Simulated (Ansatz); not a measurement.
The relaxed structure here is a generated cell of Rb: the first start was made by placing the elements on the sites of a structure type, and the end was not matched to a known phase here, so it may be hypothetical. Known forms of Rb include space group No. 229.

A relaxed structure of Rb. Space group Fmmm (No. 69). The numbers are results of r2SCAN (plane waves to 500 eV, PAW, scalar-relativistic; Ansatz, a program for electronic structure), not measurements.

```cif
data_Rb
_chemical_formula_sum 'Rb1'
_space_group_name_H-M_alt 'P 1'
_space_group_IT_number 1
_cell_length_a 5.22260
_cell_length_b 5.11325
_cell_length_c 5.04275
_cell_angle_alpha 61.888
_cell_angle_beta 59.719
_cell_angle_gamma 58.392
loop_
_space_group_symop_operation_xyz
  'x, y, z'
loop_
_atom_site_label
_atom_site_type_symbol
_atom_site_fract_x
_atom_site_fract_y
_atom_site_fract_z
_atom_site_occupancy
Rb1 Rb 0.00000 0.00000 0.00000 1
```

```json
{
 "volume_per_atom": "95.04 Å³",
 "band_gap": "no gap (metallic)",
 "shortest_distances": "",
 "k-mesh": "11×11×11"
}
```

Band energies at high-symmetry points (eV from the Fermi level; labels of this space group; no spin-orbit coupling), from −5 eV up to 4.2 eV:

| point | energies |
|---|---|
| Γ | -2.06 3.85 3.94 4.09 |
| Y | 0.68 1.31 2.03 |
| C0 | 1.19 1.47 1.56 2.88 |
| A0 | 1.19 1.47 1.56 2.88 |
| Z | 0.60 1.13 2.10 |
| B0 | 1.18 1.47 1.76 2.87 |
| D0 | 1.18 1.47 1.76 2.87 |
| T | 0.81 1.63 1.87 |

No spin polarisation in the result.

The run could not lose the symmetry of its start, so the end can be a saddle point.
